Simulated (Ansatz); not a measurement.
input.yaml

```yaml
crystal:
  lattice:
    - [0.0, 14.688736, 2.902962]
    - [2.890018, 0.0, 2.902962]
    - [2.890018, 14.688736, 0.0]
  atoms:
    - { symbol: Ba, position: [0.924674, 0.05996, 0.94004] }
    - { symbol: Ba, position: [0.793396, 0.195993, 0.804007] }
    - { symbol: Ba, position: [0.05996, 0.924674, 0.075326] }
    - { symbol: Ba, position: [0.195993, 0.793396, 0.206604] }
    - { symbol: Ti, position: [0.475935, 0.475935, 0.524065] }
    - { symbol: Ti, position: [0.61476, 0.340092, 0.659908] }
    - { symbol: Ti, position: [0.340092, 0.61476, 0.38524] }
    - { symbol: O, position: [0.306199, 0.713448, 0.286552] }
    - { symbol: O, position: [0.576712, 0.440551, 0.559449] }
    - { symbol: O, position: [0.022029, 0.505498, 0.977971] }
    - { symbol: O, position: [0.505498, 0.022029, 0.494502] }
    - { symbol: O, position: [0.155666, 0.364883, 0.118293] }
    - { symbol: O, position: [0.638842, 0.881707, 0.635117] }
    - { symbol: O, position: [0.881707, 0.638842, 0.844334] }
    - { symbol: O, position: [0.364883, 0.155666, 0.361158] }
    - { symbol: O, position: [0.713448, 0.306199, 0.693801] }
    - { symbol: O, position: [0.440551, 0.576712, 0.423288] }
basis:
  ecutwfc: 420
kpoints:
  mp_grid: { grid: [8, 8, 8] }
hamiltonian:
  xc: pbesol
scf:
  occupations: { method: gaussian, width: 0.02 }
output:
  forces: true
  stress: true
  eigenvalues: true
relax:
  adjacent_minimum: "off"
  f_tol: 0.01
  max_steps: 40
```

Command:
```bash
ansatz run input.yaml --threads 4 --pin off --max-ram 10240MiB --backend cpu --events-out ev --progress --plain --runs-dir out
```

Method: DFT PBEsol, scalar-relativistic, plane waves, PAW (Ansatz).

From the run's log, abridged (iterations and final results):

```
SCF iter   1: F=—  HF=-36508.750146 eV  |F-HF|=—  |Δ(HF+E_count)|=         —  Δρ=1.59e-2  dr2=5.49e-1  ethr=1.77e-3  ⟨swp⟩=6.9  Hψ=35586  notcnv=0  defer=50
SCF iter   2: F=—  HF=-36508.659754 eV  |F-HF|=—  |Δ(HF+E_count)|=   9.04e-2  Δρ=8.18e-3  dr2=1.70e-1  ethr=4.03e-4  ⟨swp⟩=3.0  Hψ=16346  notcnv=0  defer=729
SCF iter   3: F=—  HF=-36508.631050 eV  |F-HF|=—  |Δ(HF+E_count)|=   2.87e-2  Δρ=1.75e-3  dr2=7.55e-3  ethr=1.25e-4  ⟨swp⟩=3.0  Hψ=11725  notcnv=0  defer=730
SCF iter   4: F=—  HF=-36508.630115 eV  |F-HF|=—  |Δ(HF+E_count)|=   9.35e-4  Δρ=6.35e-4  dr2=7.53e-4  ethr=5.55e-6  ⟨swp⟩=2.0  Hψ=14686  notcnv=0  defer=730
SCF iter   5: F=—  HF=-36508.630835 eV  |F-HF|=—  |Δ(HF+E_count)|=   7.20e-4  Δρ=2.57e-4  dr2=1.70e-4  ethr=5.54e-7  ⟨swp⟩=2.3  Hψ=11524  notcnv=0  defer=730
SCF iter   6: F=—  HF=-36508.630814 eV  |F-HF|=—  |Δ(HF+E_count)|=   2.11e-5  Δρ=7.71e-5  dr2=1.63e-5  ethr=1.25e-7  ⟨swp⟩=2.0  Hψ=12111  notcnv=0  defer=730
SCF iter   7: F=—  HF=-36508.630817 eV  |F-HF|=—  |Δ(HF+E_count)|=   3.15e-6  Δρ=3.63e-5  dr2=3.33e-6  ethr=1.84e-9  ⟨swp⟩=13.0  Hψ=42929  notcnv=0
SCF iter   8: F=-36508.630817 eV  HF=-36508.630819 eV  |F-HF|=1.36e-6  |Δ(HF+E_count)|=   1.46e-6  Δρ=2.77e-5  dr2=1.91e-6  ethr=1.84e-9  ⟨swp⟩=5.2  Hψ=32387  notcnv=0
SCF 1 converged in 8 iterations: F = -36508.630817 eV  dr2 = 1.91e-6
relax step   1: F+E_penalty+E_count = -36508.63081720 eV  Δ(F+E_penalty+E_count) = +0.000e0 eV  max|allowed force component| = 2.202e-1 eV/Å  Δτ_max = 0.0000 Å  (8 SCF iters, dr2 threshold 2.50e-6 eV, accepted)
Initial density: handed on by an earlier stage of this run
Initial wavefunctions: those handed on with the density
SCF iter   1: F=—  HF=-36508.729324 eV  |F-HF|=—  |Δ(HF+E_count)|=         —  Δρ=1.08e-2  dr2=9.26e-1  ethr=6.73e-4  ⟨swp⟩=1.0  Hψ=28622  notcnv=0  defer=600
SCF iter   2: F=—  HF=-36508.601453 eV  |F-HF|=—  |Δ(HF+E_count)|=   1.28e-1  Δρ=7.93e-3  dr2=1.82e-1  ethr=6.73e-4  ⟨swp⟩=2.2  Hψ=11824  notcnv=0  defer=600
SCF iter   3: F=—  HF=-36508.567507 eV  |F-HF|=—  |Δ(HF+E_count)|=   3.39e-2  Δρ=3.27e-3  dr2=7.11e-2  ethr=1.34e-4  ⟨swp⟩=2.6  Hψ=14511  notcnv=0  defer=752
SCF iter   4: F=—  HF=-36508.552582 eV  |F-HF|=—  |Δ(HF+E_count)|=   1.49e-2  Δρ=1.15e-3  dr2=4.81e-3  ethr=5.23e-5  ⟨swp⟩=2.2  Hψ=12194  notcnv=0  defer=756
SCF iter   5: F=—  HF=-36508.551762 eV  |F-HF|=—  |Δ(HF+E_count)|=   8.20e-4  Δρ=6.49e-4  dr2=1.16e-3  ethr=3.54e-6  ⟨swp⟩=2.0  Hψ=11814  notcnv=0  defer=760
SCF iter   6: F=—  HF=-36508.552191 eV  |F-HF|=—  |Δ(HF+E_count)|=   4.29e-4  Δρ=2.23e-4  dr2=1.26e-4  ethr=8.56e-7  ⟨swp⟩=2.1  Hψ=13544  notcnv=0  defer=760
SCF iter   7: F=—  HF=-36508.552241 eV  |F-HF|=—  |Δ(HF+E_count)|=   5.06e-5  Δρ=1.00e-4  dr2=2.31e-5  ethr=9.24e-8  ⟨swp⟩=2.0  Hψ=12316  notcnv=0  defer=760
SCF iter   8: F=—  HF=-36508.552259 eV  |F-HF|=—  |Δ(HF+E_count)|=   1.78e-5  Δρ=6.98e-5  dr2=1.28e-5  ethr=1.70e-8  ⟨swp⟩=2.0  Hψ=11894  notcnv=0  defer=760
SCF iter   9: F=-36508.552264 eV  HF=-36508.552263 eV  |F-HF|=5.89e-7  |Δ(HF+E_count)|=   4.03e-6  Δρ=2.03e-5  dr2=1.20e-6  ethr=2.23e-9  ⟨swp⟩=11.6  Hψ=37577  notcnv=0
SCF 2 converged in 9 iterations: F = -36508.552264 eV  dr2 = 1.20e-6
relax step   2: F+E_penalty+E_count = -36508.55226389 eV  Δ(F+E_penalty+E_count) = +7.855e-2 eV  max|allowed force component| = 9.481e-1 eV/Å  Δτ_max = 0.1532 Å  (9 SCF iters, dr2 threshold 3.03e-6 eV, rejected (line search))
SCF iter   1: F=—  HF=-36508.719953 eV  |F-HF|=—  |Δ(HF+E_count)|=         —  Δρ=6.41e-3  dr2=2.66e-1  ethr=2.67e-3  ⟨swp⟩=4.3  Hψ=18348  notcnv=0  defer=351
SCF iter   2: F=—  HF=-36508.672386 eV  |F-HF|=—  |Δ(HF+E_count)|=   4.76e-2  Δρ=3.48e-3  dr2=5.03e-2  ethr=1.96e-4  ⟨swp⟩=2.2  Hψ=11689  notcnv=0  defer=742
SCF iter   3: F=—  HF=-36508.661150 eV  |F-HF|=—  |Δ(HF+E_count)|=   1.12e-2  Δρ=1.82e-3  dr2=1.78e-2  ethr=3.70e-5  ⟨swp⟩=2.2  Hψ=12543  notcnv=0  defer=746
SCF iter   4: F=—  HF=-36508.657271 eV  |F-HF|=—  |Δ(HF+E_count)|=   3.88e-3  Δρ=5.35e-4  dr2=9.52e-4  ethr=1.31e-5  ⟨swp⟩=2.2  Hψ=12114  notcnv=0  defer=746
SCF iter   5: F=—  HF=-36508.657225 eV  |F-HF|=—  |Δ(HF+E_count)|=   4.61e-5  Δρ=4.82e-4  dr2=5.82e-4  ethr=7.00e-7  ⟨swp⟩=2.0  Hψ=10878  notcnv=0  defer=746
SCF iter   6: F=—  HF=-36508.657131 eV  |F-HF|=—  |Δ(HF+E_count)|=   9.48e-5  Δρ=1.04e-4  dr2=3.28e-5  ethr=4.28e-7  ⟨swp⟩=2.0  Hψ=12586  notcnv=0  defer=746
SCF iter   7: F=—  HF=-36508.657691 eV  |F-HF|=—  |Δ(HF+E_count)|=   5.60e-4  Δρ=5.00e-5  dr2=5.39e-6  ethr=2.41e-8  ⟨swp⟩=2.0  Hψ=14061  notcnv=0  defer=746
SCF iter   8: F=—  HF=-36508.657695 eV  |F-HF|=—  |Δ(HF+E_count)|=   4.47e-6  Δρ=3.55e-5  dr2=2.80e-6  ethr=3.96e-9  ⟨swp⟩=2.0  Hψ=12165  notcnv=0  defer=746
SCF iter   9: F=—  HF=-36508.657696 eV  |F-HF|=—  |Δ(HF+E_count)|=   4.60e-7  Δρ=7.34e-6  dr2=1.48e-7  ethr=2.06e-9  ⟨swp⟩=2.0  Hψ=12069  notcnv=0  defer=746
SCF iter  10: F=-36508.657696 eV  HF=-36508.657696 eV  |F-HF|=4.05e-8  |Δ(HF+E_count)|=   2.20e-7  Δρ=3.26e-6  dr2=3.01e-8  ethr=7.35e-11  ⟨swp⟩=12.0  Hψ=36287  notcnv=0
SCF 3 converged in 10 iterations: F = -36508.657696 eV  dr2 = 3.01e-8
relax step   3: F+E_penalty+E_count = -36508.65769607 eV  Δ(F+E_penalty+E_count) = -2.688e-2 eV  max|allowed force component| = 1.376e-1 eV/Å  Δτ_max = 0.0570 Å  (10 SCF iters, accepted)
SCF iter   1: F=—  HF=-36508.662637 eV  |F-HF|=—  |Δ(HF+E_count)|=         —  Δρ=1.63e-3  dr2=4.23e-3  ethr=1.60e-4  ⟨swp⟩=2.5  Hψ=13900  notcnv=0  defer=740
SCF iter   2: F=—  HF=-36508.661940 eV  |F-HF|=—  |Δ(HF+E_count)|=   6.97e-4  Δρ=7.77e-4  dr2=1.06e-3  ethr=3.11e-6  ⟨swp⟩=2.3  Hψ=13093  notcnv=0  defer=740
SCF iter   3: F=—  HF=-36508.662346 eV  |F-HF|=—  |Δ(HF+E_count)|=   4.06e-4  Δρ=4.65e-4  dr2=5.03e-4  ethr=7.83e-7  ⟨swp⟩=2.0  Hψ=11592  notcnv=0  defer=740
SCF iter   4: F=—  HF=-36508.662273 eV  |F-HF|=—  |Δ(HF+E_count)|=   7.37e-5  Δρ=1.13e-4  dr2=3.51e-5  ethr=3.70e-7  ⟨swp⟩=2.0  Hψ=11469  notcnv=0  defer=740
SCF iter   5: F=—  HF=-36508.662271 eV  |F-HF|=—  |Δ(HF+E_count)|=   1.04e-6  Δρ=5.96e-5  dr2=8.17e-6  ethr=2.58e-8  ⟨swp⟩=2.0  Hψ=12262  notcnv=0  defer=740
SCF iter   6: F=—  HF=-36508.662271 eV  |F-HF|=—  |Δ(HF+E_count)|=   3.27e-7  Δρ=2.39e-5  dr2=1.23e-6  ethr=6.01e-9  ⟨swp⟩=2.0  Hψ=13274  notcnv=0  defer=740
SCF iter   7: F=-36508.662271 eV  HF=-36508.662271 eV  |F-HF|=2.80e-8  |Δ(HF+E_count)|=   1.02e-7  Δρ=7.67e-6  dr2=1.19e-7  ethr=8.70e-10  ⟨swp⟩=11.3  Hψ=35120  notcnv=0
SCF 4 converged in 7 iterations: F = -36508.662271 eV  dr2 = 1.19e-7
relax step   4: F+E_penalty+E_count = -36508.66227126 eV  Δ(F+E_penalty+E_count) = -4.575e-3 eV  max|allowed force component| = 7.960e-2 eV/Å  Δτ_max = 0.0145 Å  (7 SCF iters, dr2 threshold 1.18e-6 eV, accepted)
SCF iter   1: F=—  HF=-36508.659115 eV  |F-HF|=—  |Δ(HF+E_count)|=         —  Δρ=1.77e-3  dr2=1.27e-2  ethr=6.01e-5  ⟨swp⟩=3.2  Hψ=16757  notcnv=0  defer=747
SCF iter   2: F=—  HF=-36508.657081 eV  |F-HF|=—  |Δ(HF+E_count)|=   2.03e-3  Δρ=9.73e-4  dr2=2.06e-3  ethr=9.37e-6  ⟨swp⟩=2.0  Hψ=11032  notcnv=0  defer=743
   ...
SCF 6 converged in 7 iterations: F = -36508.664473 eV  dr2 = 3.76e-8
relax step   6: F+E_penalty+E_count = -36508.66447268 eV  Δ(F+E_penalty+E_count) = -2.201e-3 eV  max|allowed force component| = 3.415e-2 eV/Å  Δτ_max = 0.0082 Å  (7 SCF iters, accepted)
SCF iter   1: F=—  HF=-36508.664787 eV  |F-HF|=—  |Δ(HF+E_count)|=         —  Δρ=6.43e-4  dr2=1.05e-3  ethr=5.12e-6  ⟨swp⟩=3.1  Hψ=16275  notcnv=0  defer=742
SCF iter   2: F=—  HF=-36508.664596 eV  |F-HF|=—  |Δ(HF+E_count)|=   1.91e-4  Δρ=3.45e-4  dr2=3.05e-4  ethr=7.70e-7  ⟨swp⟩=1.0  Hψ=9310  notcnv=0  defer=742
SCF iter   3: F=—  HF=-36508.664551 eV  |F-HF|=—  |Δ(HF+E_count)|=   4.45e-5  Δρ=2.51e-4  dr2=1.73e-4  ethr=2.25e-7  ⟨swp⟩=2.0  Hψ=12232  notcnv=0  defer=742
SCF iter   4: F=—  HF=-36508.665027 eV  |F-HF|=—  |Δ(HF+E_count)|=   4.75e-4  Δρ=5.73e-5  dr2=8.15e-6  ethr=1.27e-7  ⟨swp⟩=2.1  Hψ=11003  notcnv=0  defer=742
SCF iter   5: F=—  HF=-36508.665027 eV  |F-HF|=—  |Δ(HF+E_count)|=   1.29e-7  Δρ=3.43e-5  dr2=2.65e-6  ethr=5.99e-9  ⟨swp⟩=2.1  Hψ=12920  notcnv=0  defer=742
SCF iter   6: F=-36508.665027 eV  HF=-36508.665027 eV  |F-HF|=5.38e-8  |Δ(HF+E_count)|=   3.74e-8  Δρ=8.48e-6  dr2=1.49e-7  ethr=1.58e-10  ⟨swp⟩=10.7  Hψ=38043  notcnv=0
SCF 7 converged in 6 iterations: F = -36508.665027 eV  dr2 = 1.49e-7
relax step   7: F+E_penalty+E_count = -36508.66502669 eV  Δ(F+E_penalty+E_count) = -5.540e-4 eV  max|allowed force component| = 2.174e-2 eV/Å  Δτ_max = 0.0083 Å  (6 SCF iters, dr2 threshold 2.15e-7 eV, accepted)
SCF iter   1: F=—  HF=-36508.664514 eV  |F-HF|=—  |Δ(HF+E_count)|=         —  Δρ=2.68e-4  dr2=1.48e-4  ethr=9.95e-7  ⟨swp⟩=2.1  Hψ=15869  notcnv=0  defer=742
SCF iter   2: F=—  HF=-36508.664489 eV  |F-HF|=—  |Δ(HF+E_count)|=   2.52e-5  Δρ=1.27e-4  dr2=2.89e-5  ethr=1.09e-7  ⟨swp⟩=2.5  Hψ=12601  notcnv=0  defer=742
SCF iter   3: F=—  HF=-36508.665002 eV  |F-HF|=—  |Δ(HF+E_count)|=   5.13e-4  Δρ=7.23e-5  dr2=1.17e-5  ethr=2.12e-8  ⟨swp⟩=2.1  Hψ=11533  notcnv=0  defer=742
SCF iter   4: F=—  HF=-36508.665001 eV  |F-HF|=—  |Δ(HF+E_count)|=   1.51e-6  Δρ=2.45e-5  dr2=1.69e-6  ethr=8.62e-9  ⟨swp⟩=2.0  Hψ=11583  notcnv=0  defer=742
SCF iter   5: F=—  HF=-36508.665000 eV  |F-HF|=—  |Δ(HF+E_count)|=   1.66e-7  Δρ=9.51e-6  dr2=2.02e-7  ethr=1.24e-9  ⟨swp⟩=2.0  Hψ=10501  notcnv=0  defer=742
SCF iter   6: F=-36508.665000 eV  HF=-36508.665000 eV  |F-HF|=3.93e-8  |Δ(HF+E_count)|=   2.12e-9  Δρ=5.31e-6  dr2=6.99e-8  ethr=7.35e-11  ⟨swp⟩=10.5  Hψ=33985  notcnv=0
SCF 8 converged in 6 iterations: F = -36508.665000 eV  dr2 = 6.99e-8
relax step   8: F+E_penalty+E_count = -36508.66500031 eV  Δ(F+E_penalty+E_count) = +2.637e-5 eV  max|allowed force component| = 3.188e-2 eV/Å  Δτ_max = 0.0030 Å  (6 SCF iters, rejected (line search))
SCF iter   1: F=—  HF=-36508.664546 eV  |F-HF|=—  |Δ(HF+E_count)|=         —  Δρ=2.67e-4  dr2=1.46e-4  ethr=1.09e-6  ⟨swp⟩=2.1  Hψ=15809  notcnv=0  defer=742
SCF iter   2: F=—  HF=-36508.664519 eV  |F-HF|=—  |Δ(HF+E_count)|=   2.64e-5  Δρ=1.28e-4  dr2=2.86e-5  ethr=1.08e-7  ⟨swp⟩=2.4  Hψ=12544  notcnv=0  defer=742
SCF iter   3: F=—  HF=-36508.665028 eV  |F-HF|=—  |Δ(HF+E_count)|=   5.09e-4  Δρ=7.13e-5  dr2=1.13e-5  ethr=2.10e-8  ⟨swp⟩=2.0  Hψ=11517  notcnv=0  defer=742
SCF iter   4: F=—  HF=-36508.665027 eV  |F-HF|=—  |Δ(HF+E_count)|=   1.46e-6  Δρ=2.43e-5  dr2=1.65e-6  ethr=8.35e-9  ⟨swp⟩=2.0  Hψ=11541  notcnv=0  defer=742
SCF iter   5: F=—  HF=-36508.665027 eV  |F-HF|=—  |Δ(HF+E_count)|=   1.65e-7  Δρ=9.20e-6  dr2=1.86e-7  ethr=1.21e-9  ⟨swp⟩=2.0  Hψ=10619  notcnv=0  defer=742
SCF iter   6: F=-36508.665027 eV  HF=-36508.665027 eV  |F-HF|=3.79e-8  |Δ(HF+E_count)|=   3.61e-9  Δρ=5.17e-6  dr2=6.50e-8  ethr=7.35e-11  ⟨swp⟩=10.4  Hψ=33920  notcnv=0
SCF 9 converged in 6 iterations: F = -36508.665027 eV  dr2 = 6.50e-8
relax step   9: F+E_penalty+E_count = -36508.66502669 eV  Δ(F+E_penalty+E_count) = -6.199e-9 eV  max|allowed force component| = 2.171e-2 eV/Å  Δτ_max = 0.0000 Å  (6 SCF iters, accepted)
SCF iter   1: F=—  HF=-36508.664511 eV  |F-HF|=—  |Δ(HF+E_count)|=         —  Δρ=2.64e-4  dr2=1.43e-4  ethr=1.07e-6  ⟨swp⟩=2.1  Hψ=15823  notcnv=0  defer=742
SCF iter   2: F=—  HF=-36508.665005 eV  |F-HF|=—  |Δ(HF+E_count)|=   4.94e-4  Δρ=1.26e-4  dr2=2.76e-5  ethr=1.05e-7  ⟨swp⟩=2.5  Hψ=14317  notcnv=0  defer=742
SCF iter   3: F=—  HF=-36508.665002 eV  |F-HF|=—  |Δ(HF+E_count)|=   2.79e-6  Δρ=7.10e-5  dr2=1.17e-5  ethr=2.03e-8  ⟨swp⟩=2.0  Hψ=11518  notcnv=0  defer=742
SCF iter   4: F=—  HF=-36508.665001 eV  |F-HF|=—  |Δ(HF+E_count)|=   1.55e-6  Δρ=2.38e-5  dr2=1.58e-6  ethr=8.62e-9  ⟨swp⟩=2.0  Hψ=11566  notcnv=0  defer=742
SCF iter   5: F=-36508.665001 eV  HF=-36508.665001 eV  |F-HF|=5.34e-8  |Δ(HF+E_count)|=   1.58e-7  Δρ=8.78e-6  dr2=1.70e-7  ethr=1.41e-10  ⟨swp⟩=9.4  Hψ=35141  notcnv=0
SCF 10 converged in 5 iterations: F = -36508.665001 eV  dr2 = 1.70e-7
relax step  10: F+E_penalty+E_count = -36508.66500069 eV  Δ(F+E_penalty+E_count) = +2.600e-5 eV  max|allowed force component| = 3.172e-2 eV/Å  Δτ_max = 0.0030 Å  (5 SCF iters, dr2 threshold 1.91e-7 eV, rejected (line search))
SCF iter   1: F=—  HF=-36508.664578 eV  |F-HF|=—  |Δ(HF+E_count)|=         —  Δρ=1.46e-4  dr2=5.54e-5  ethr=3.09e-7  ⟨swp⟩=2.7  Hψ=16155  notcnv=0  defer=643
SCF iter   2: F=—  HF=-36508.665088 eV  |F-HF|=—  |Δ(HF+E_count)|=   5.10e-4  Δρ=6.83e-5  dr2=8.43e-6  ethr=4.08e-8  ⟨swp⟩=1.4  Hψ=10912  notcnv=0  defer=637
SCF iter   3: F=—  HF=-36508.665087 eV  |F-HF|=—  |Δ(HF+E_count)|=   9.73e-7  Δρ=3.50e-5  dr2=2.79e-6  ethr=6.20e-9  ⟨swp⟩=2.0  Hψ=13165  notcnv=0  defer=637
SCF iter   4: F=—  HF=-36508.665087 eV  |F-HF|=—  |Δ(HF+E_count)|=   3.28e-7  Δρ=1.52e-5  dr2=5.84e-7  ethr=2.05e-9  ⟨swp⟩=2.0  Hψ=12710  notcnv=0  defer=637
SCF iter   5: F=-36508.665087 eV  HF=-36508.665087 eV  |F-HF|=5.18e-9  |Δ(HF+E_count)|=   7.39e-8  Δρ=4.07e-6  dr2=3.86e-8  ethr=7.35e-11  ⟨swp⟩=8.6  Hψ=34804  notcnv=0
SCF 11 converged in 5 iterations: F = -36508.665087 eV  dr2 = 3.86e-8
relax step  11: F+E_penalty+E_count = -36508.66508706 eV  Δ(F+E_penalty+E_count) = -6.037e-5 eV  max|allowed force component| = 4.404e-3 eV/Å  Δτ_max = 0.0015 Å  (5 SCF iters, accepted)
SCF converged after 5 iterations
Free energy (F): -36508.665087 eV
Harris-Foulkes:  -36508.665087 eV  (|F-HF|=5.18e-9)
Internal energy: -36508.665087 eV  (E = F + TS)
E sigma→0 (E₀):  -36508.665087 eV
Fermi energy:    10.455423 eV
--- Per-component energies (eV) ---
  E_band       = -547.107686
  E_kinetic    = 3239.092585
  E_local      = -8922.256193  (includes V_loc(G=0)·N_el)
  E_nonlocal   = 728.009854
  E_hartree    = 3632.646990
  E_xc         = -1696.750341
  E_vxc        = -1855.980227  (∫ρ·V_xc dr)
  E_paw        = -25142.566372  (= ΣΔE_a)
  E_vpaw       = -1001.293127  (= ΣTr[D̂ρ^β])
  E_aug_tail   = 0.024501  (compensation charges beyond the density's cutoff)
  E_ewald      = -8348.242877
  E_core_change = 1.376765  (= ΣΔE_core)
  E_smearing   =  0.000000  (= −TS)
--- Forces (eV/Å), atoms counted from 1 ---
  atom   1  Ba     0.00000000    -0.00440427     0.00025698
  atom   2  Ba     0.00000000     0.00178130    -0.00002302
  atom   3  Ba     0.00000000     0.00440427     0.00025698
  atom   4  Ba     0.00000000    -0.00178130    -0.00002302
  atom   5  Ti     0.00000000     0.00000000     0.00115566
  atom   6  Ti     0.00000000    -0.00241992    -0.00005394
  atom   7  Ti     0.00000000     0.00241992    -0.00005394
  atom   8  O      0.00000000    -0.00373284     0.00092930
  atom   9  O      0.00000000    -0.00312534    -0.00043932
  atom  10  O     -0.00069994     0.00000000    -0.00062628
  atom  11  O      0.00069994     0.00000000    -0.00062628
  atom  12  O     -0.00120955    -0.00004244    -0.00030839
  atom  13  O      0.00120955    -0.00004244    -0.00030839
  atom  14  O     -0.00120955     0.00004244    -0.00030839
  atom  15  O      0.00120955     0.00004244    -0.00030839
  atom  16  O      0.00000000     0.00373284     0.00092930
  atom  17  O      0.00000000     0.00312534    -0.00043932
--- Stress (GPa, compression-positive) ---
       -5.529049       0.000000       0.000000
        0.000000      -5.547511       0.000000
        0.000000       0.000000      -5.068688
  P = ⅓ Tr σ = -5.3817 GPa (-53.817 kbar)
--- Band table (eV; the first three rows and the last of 95) ---
  k-point 0: bands = ["-46.7640", "-46.7640", "-46.6802", "-23.1878", "-23.1878", "-23.1785", "-23.1785", "-23.0980", "-23.0945", "-23.0910", "-23.0894", "-23.0181", "-16.1626", "-16.0735", "-15.4855", "-15.4226", "-7.6493", "-7.6218", "-7.4104", "-6.9043", "-6.9035", "-6.7274", "-6.5860", "-6.4441", "-6.2602", "-6.2133", "-1.4366", "-1.3163", "-1.3105", "-1.1299", "-1.1273", "-0.9492", "-0.6424", "-0.6416", "-0.6037", "-0.5538", "-0.5432", "-0.4872", "5.7967", "6.3859", "6.5632", "6.6079", "6.6727", "6.7921", "6.9142", "6.9473", "7.0110", "7.1539", "7.2489", "7.3080", "7.3252", "7.4478", "7.5875", "7.5901", "7.6898", "7.7740", "7.8127", "7.8318", "7.8789", "7.9840", "8.0048", "8.2650", "8.4 ...
  k-point 1: bands = ["-46.7639", "-46.7639", "-46.6801", "-23.1917", "-23.1917", "-23.1804", "-23.1804", "-23.1019", "-23.0942", "-23.0920", "-23.0898", "-23.0178", "-16.1497", "-16.0670", "-15.4736", "-15.4134", "-7.6001", "-7.5844", "-7.3915", "-6.9017", "-6.9011", "-6.7234", "-6.5931", "-6.4630", "-6.2894", "-6.2414", "-1.4460", "-1.3086", "-1.2824", "-1.1242", "-1.1036", "-0.9804", "-0.6395", "-0.6362", "-0.6220", "-0.5431", "-0.5109", "-0.4967", "5.7509", "6.2966", "6.4877", "6.5606", "6.5850", "6.6686", "6.6786", "6.7700", "6.9113", "6.9588", "7.1309", "7.2328", "7.2645", "7.3603", "7.3846", "7.4570", "7.5283", "7.6745", "7.8136", "7.9219", "7.9496", "7.9973", "8.1298", "8.2878", "8.4 ...
  k-point 2: bands = ["-46.7637", "-46.7637", "-46.6799", "-23.2046", "-23.2046", "-23.1813", "-23.1813", "-23.1148", "-23.0933", "-23.0925", "-23.0891", "-23.0171", "-16.1167", "-16.0528", "-15.4446", "-15.3910", "-7.5201", "-7.4975", "-7.3521", "-6.8874", "-6.8816", "-6.7037", "-6.5974", "-6.5001", "-6.3506", "-6.3091", "-1.4439", "-1.2669", "-1.2279", "-1.1088", "-1.0780", "-1.0676", "-0.6691", "-0.6582", "-0.5790", "-0.5331", "-0.4721", "-0.4654", "5.6410", "5.9169", "6.0753", "6.0925", "6.1889", "6.4452", "6.4934", "6.5613", "6.7044", "6.8389", "6.9909", "7.0404", "7.0854", "7.1497", "7.1803", "7.2056", "7.3523", "7.5484", "7.7241", "7.8045", "8.0168", "8.0620", "8.1064", "8.1463", "8.2 ...
  k-point 94: bands = ["-46.7627", "-46.7627", "-46.6790", "-23.2260", "-23.2260", "-23.2163", "-23.2163", "-23.1355", "-23.1271", "-23.0902", "-23.0863", "-23.0144", "-15.9998", "-15.9991", "-15.3450", "-15.3054", "-6.9041", "-6.8819", "-6.8808", "-6.8702", "-6.7738", "-6.6731", "-6.6617", "-6.5696", "-6.3315", "-6.2561", "-1.7951", "-1.7884", "-1.5996", "-1.5455", "-1.5099", "-1.4926", "-1.0973", "-1.0522", "-1.0146", "-0.7798", "-0.7695", "-0.5126", "5.0083", "5.0502", "5.2012", "5.5562", "5.6221", "5.6235", "5.7710", "6.0026", "6.0059", "6.5484", "6.5823", "6.6565", "6.6956", "6.7281", "6.7760", "6.8445", "7.0073", "7.6425", "7.9550", "8.4984", "8.5342", "8.5358", "8.6200", "8.7375", "8. ...
--- Relaxed structure (11 steps of the walk, 7 accepted, 0 SCFs on fresh bases) ---
  F+E_penalty+E_count = -36508.66508706 eV   max|allowed force component| = 4.404e-3 eV/Å
  atoms:
    - { symbol: Ba, position: [0.92118199, 0.05520862, 0.94479137] }
    - { symbol: Ba, position: [0.78969997, 0.18886045, 0.81113954] }
    - { symbol: Ba, position: [0.05520862, 0.92118199, 0.07881800] }
    - { symbol: Ba, position: [0.18886045, 0.78969997, 0.21030002] }
    - { symbol: Ti, position: [0.47344808, 0.47344808, 0.52655191] }
    - { symbol: Ti, position: [0.61167172, 0.33844689, 0.66155310] }
    - { symbol: Ti, position: [0.33844689, 0.61167172, 0.38832827] }
    - { symbol: O, position: [0.31071750, 0.71478304, 0.28521695] }
    - { symbol: O, position: [0.58007376, 0.44499639, 0.55500360] }
    - { symbol: O, position: [0.02348191, 0.50665690, 0.97651808] }
    - { symbol: O, position: [0.50665690, 0.02348191, 0.49334309] }
    - { symbol: O, position: [0.15670024, 0.36885861, 0.11550498] }
    - { symbol: O, position: [0.64106384, 0.88449501, 0.63114138] }
    - { symbol: O, position: [0.88449501, 0.64106384, 0.84329975] }
    - { symbol: O, position: [0.36885861, 0.15670024, 0.35893615] }
    - { symbol: O, position: [0.71478304, 0.31071750, 0.68928249] }
    - { symbol: O, position: [0.44499639, 0.58007376, 0.41992623] }
```

The relaxation met its thresholds.

Time: 8.1 min on 4 threads of Oxide Virtual Turin-like Processor (Zen 5), with other jobs on the host, peak memory 1.9 GiB.